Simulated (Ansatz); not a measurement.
Vibrational response of ScAl$_{3}$N$_{4}$

The calculation used Ansatz, DFT PBE, scalar-relativistic, plane waves, PAW. Settings: 420 eV plane-wave cutoff, Γ-centred 6×6×6 mesh, fixed occupations. No spin polarisation. Phonons by linear response, acoustic sum rule imposed.

Equilibrium structure at this level:
```yaml
crystal:
  lattice:
    - [4.52880, 0.00000, 0.00000]
    - [0.00000, 4.52880, 0.00000]
    - [0.00000, 0.00000, 4.52880]
  atoms:
    - { symbol: Sc, position: [0.00000, 0.00000, 0.00000] }
    - { symbol: Al, position: [0.50000, 0.50000, 0.00000] }
    - { symbol: Al, position: [0.50000, 0.00000, 0.50000] }
    - { symbol: Al, position: [0.00000, 0.50000, 0.50000] }
    - { symbol: N, position: [0.73728, 0.73728, 0.26272] }
    - { symbol: N, position: [0.73728, 0.26272, 0.73728] }
    - { symbol: N, position: [0.26272, 0.73728, 0.73728] }
    - { symbol: N, position: [0.26272, 0.26272, 0.26272] }
```

The cell was built by swapping an element in a database structure (itself possibly hypothetical) and relaxing; it need not be the stable form of this composition.

Optical modes at Γ (transverse, no macroscopic field); i marks an imaginary frequency:
```csv
frequency (cm⁻¹),degeneracy,IR intensity of the level ((D/Å)²/amu)
268,3,0.49
329,3,0.00
500,3,1.42
569,3,0.00
584,3,203.76
592,3,4.84
644,2,0.00
697,1,0.00
```

All 21 optical modes at Γ are real: no displacement of atoms at fixed cell lowers the energy to second order. Strains and modes at other wave vectors aren't tested by this run.

| Item | Value |
| --- | --- |
| Electronic dielectric constant ε∞ (principal values) | 5.37 |
| Static dielectric constant ε0 (principal values) | 10.2 |
| Refractive index √ε∞, mean | 2.32 |
| Kohn–Sham gap on the mesh | 3.26 eV |
| Cost | 110 s on 2 threads of Arm Neoverse V1 (shared host), peak memory 1.4 GiB |

Born effective charges (e):
| atom | Z*xx | Z*yy | Z*zz | mean |
| --- | --- | --- | --- | --- |
| Sc (atom 1) | 2.81 | 2.81 | 2.81 | 2.81 |
| Al (atom 2) | 2.78 | 2.78 | 2.41 | 2.65 |
| N (atom 5) | -2.69 | -2.69 | -2.69 | -2.69 |